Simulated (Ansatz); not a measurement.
# AlNi

Method: PBE with spin–orbit coupling; two-component spinors; PAW, 420 eV, Γ-centred 12×12×12 mesh, 0.05 eV Gaussian smearing; code Ansatz. The datasets are Ansatz's generated set soft_2.

```
Al Ni
1.0
     2.89337    0.00000    0.00000
     0.00000    2.89337    0.00000
     0.00000    0.00000    2.89337
Al Ni
1 1
Direct
  0.00000 0.00000 0.00000
  0.50000 0.50000 0.50000
```

The chain of runs began from a cell as deposited in COD, expanded in volume.

Magnetic state: non-magnetic, site spin moments none.

The run above is the reference. The same cell was run again with other input settings; several of them aren't fit for production, so the rows show the settings' effect and aren't properties of the material.

```tsv
keys changed	outcome	ΔE (meV/atom)	P (GPa)	gap on the mesh (eV)	cell moment (μB)	largest force component (eV/Å)	SCF iterations	rough core-seconds	new warnings
none (reference)	converged	0.0	0.0	metal	0.00	0.000	–	–	–
kpoints.mp_grid.shift: [0.5, 0.5, 0.5]; basis.ecutwfc: 420 → "40.4 Ry"	converged	-4.4	0.0	metal	0.00	0.000	15	50	–
scf.occupations.method: "gaussian" → "fermi_dirac"; scf.occupations.width: 0.05 → 0.005; scf.eigensolver.kind: "davidson"; hamiltonian.dispersion: "d3bj"	converged	–	-6.0	metal	0.00	0.000	18	90	–
kpoints.mp_grid.grid: [12, 12, 12] → [18, 18, 18]	converged	-1.2	0.0	metal	0.00	0.000	15	130	–
basis.ecutwfc: 420 → "22.0 Ry"; kpoints.mp_grid.grid: [12, 12, 12] → [4, 4, 4]	converged	149.9	0.2	metal	0.00	0.000	16	7	cutoff below recommended
hamiltonian.hubbard: {"sites": [{"species": "Ni", "l": "d", "u_eff": 8.0}], "double_counting": "fll"}; kpoints.mp_grid.shift: [0.5, 0.5, 0.5]; basis.xc_grid: 4	converged	–	-1.3	metal	0.00	0.000	16	60	filled band counts differ across k points
kpoints.mp_grid.shift: [0.5, 0.5, 0.5]; kpoints.mp_grid.grid: [12, 12, 12] → [10, 10, 10]	converged	5.6	0.0	metal	0.00	0.000	17	23	–
kpoints.mp_grid.shift: [0.5, 0.5, 0.5]; accuracy: "medium"	converged	-3.3	0.0	metal	0.00	0.000	14	30	–
scf.occupations.method: "gaussian" → "methfessel_paxton"; scf.occupations.width: 0.05 → 0.3; basis.xc_grid: 1	converged	-0.1	0.0	metal	0.00	0.000	15	50	–
```

ΔE is the energy with the smearing extrapolated to zero. It is left out where the change alters the Hamiltonian or the spin treatment. The varied runs start from atomic densities (corrected by the program's trained start where that serves), with the default search for lower states unless a row changes it.

Problem. What happens with these changes: accuracy: "high"; scf.occupations.width: 0.05 → null; scf.occupations.method: "gaussian" → "tetrahedron_uncorrected"?

Solution. outcome converged, ΔE (meV/atom) 25.0, P (GPa) 0.2, gap on the mesh (eV) metal, cell moment (μB) 0.00, largest force component (eV/Å) 0.000, SCF iterations 16, rough core-seconds 60, new warnings band table not solved further.

The pair part of a dispersion correction pulls inward (a three-body part mostly pushes out), and in metals and ionic crystals with large ions it often overbinds.

Of the reference: The starting moments died out; a magnetic state reached from other starts isn't excluded.
